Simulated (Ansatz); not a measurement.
Method: Ansatz 0.2.0, DFT PBE, scalar-relativistic, plane waves, PAW. All cells share a 420 eV cutoff and Γ-centred k meshes spaced at most about 0.3 Å⁻¹ (about 0.25 or finer for metals, 2π included). No spin polarisation in the final relaxations.

Temperature and zero-point effects are left out. All come from trial cells, and lower structures may exist.

Task: These unrelaxed guesses for Si₂Sn are each relaxed within their symmetry. Order them by the energy at which they end, lowest first.
A.

```cif
data_structure
_symmetry_space_group_name_H-M 'P-62m'
_symmetry_Int_Tables_number 189
_cell_length_a 5.2446
_cell_length_b 5.2446
_cell_length_c 4.9086
_cell_angle_alpha 90.000
_cell_angle_beta 90.000
_cell_angle_gamma 120.000
_cell_volume 116.93
loop_
_atom_site_label
_atom_site_type_symbol
_atom_site_symmetry_multiplicity
_atom_site_Wyckoff_symbol
_atom_site_fract_x
_atom_site_fract_y
_atom_site_fract_z
_atom_site_occupancy
Si1 Si 1 b 0.00000 0.00000 0.50000 1
Si2 Si 3 f 0.33333 0.33333 0.00000 1
Sn1 Sn 2 d 0.66667 0.33333 0.50000 1
```

B.

```cif
data_structure
_symmetry_space_group_name_H-M 'P6_3/mmc'
_symmetry_Int_Tables_number 194
_cell_length_a 3.0486
_cell_length_b 3.0486
_cell_length_c 14.5277
_cell_angle_alpha 90.000
_cell_angle_beta 90.000
_cell_angle_gamma 120.000
_cell_volume 116.93
loop_
_atom_site_label
_atom_site_type_symbol
_atom_site_symmetry_multiplicity
_atom_site_Wyckoff_symbol
_atom_site_fract_x
_atom_site_fract_y
_atom_site_fract_z
_atom_site_occupancy
Si1 Si 4 f 0.33333 0.66667 0.08333 1
Sn1 Sn 2 d 0.33333 0.66667 0.75000 1
```

C.

```cif
data_structure
_symmetry_space_group_name_H-M 'P-6m2'
_symmetry_Int_Tables_number 187
_cell_length_a 3.0601
_cell_length_b 3.0601
_cell_length_c 14.4183
_cell_angle_alpha 90.000
_cell_angle_beta 90.000
_cell_angle_gamma 120.000
_cell_volume 116.93
loop_
_atom_site_label
_atom_site_type_symbol
_atom_site_symmetry_multiplicity
_atom_site_Wyckoff_symbol
_atom_site_fract_x
_atom_site_fract_y
_atom_site_fract_z
_atom_site_occupancy
Si1 Si 1 b 0.00000 0.00000 0.50000 1
Si2 Si 1 c 0.33333 0.66667 0.00000 1
Si3 Si 2 h 0.33333 0.66667 0.33333 1
Sn1 Sn 2 g 0.00000 0.00000 0.83333 1
```

Result: B (ends in P6_3/mmc, 0 meV/atom), C (ends in P-6m2, 111 meV/atom), A (ends in P-62m, 210 meV/atom). Even the lowest end lies +0.27 eV/atom against the elements.

Cells relaxed within their symmetry can be saddle points. Some types were kept out of the candidates beforehand, so the set may lack a known form.
